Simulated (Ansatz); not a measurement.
TaRe₃ in space group I4/mmm (No. 139; Re on 2b, Re on 4d, Ta on 2a) at seven volumes, DFT-PBEsol in the program Ansatz with PAW potentials, shape and atoms relaxed at each. One row is withheld.

```
V (Å³/atom)  P (GPa)
-----------  -------
13.971         37.92
14.431         23.25
14.892         10.72
15.352          0.00
15.813             ?
16.273        -16.98
16.734        -23.64
```

### Question
Fit the shown pressures and predict the withheld one.

### Answer
Third-order Birch–Murnaghan: P = (3/2)B₀(x^(7/2) − x^(5/2))[1 + (3/4)(B′ − 4)(x − 1)] with x = (V₀/V)^(2/3). Least squares on the six rows gives V₀ = 15.353 Å³/atom, B₀ = 329.3 GPa, B′ = 4.23. At V = 15.813, x = 0.9805 and P = -9.13 GPa. The run itself gave -9.16 GPa.

A made-up cell: these elements were put on the sites of a structure type; neither database checked (COD, Materials Project) lists it. Its standing as an ambient phase is unchecked. The cell was relaxed with PBEsol under the symmetry of its start; whether a distortion lowers the energy is not shown. The run is not spin-polarised. Scalar-relativistic: spin–orbit coupling is off unless named, which matters more the heavier the elements.

Potentials: the earlier of the program's two PAW sets. The files were generated under PBE; for other functionals the program regenerates the frozen cores, and for LDA and PBEsol the local potential too.
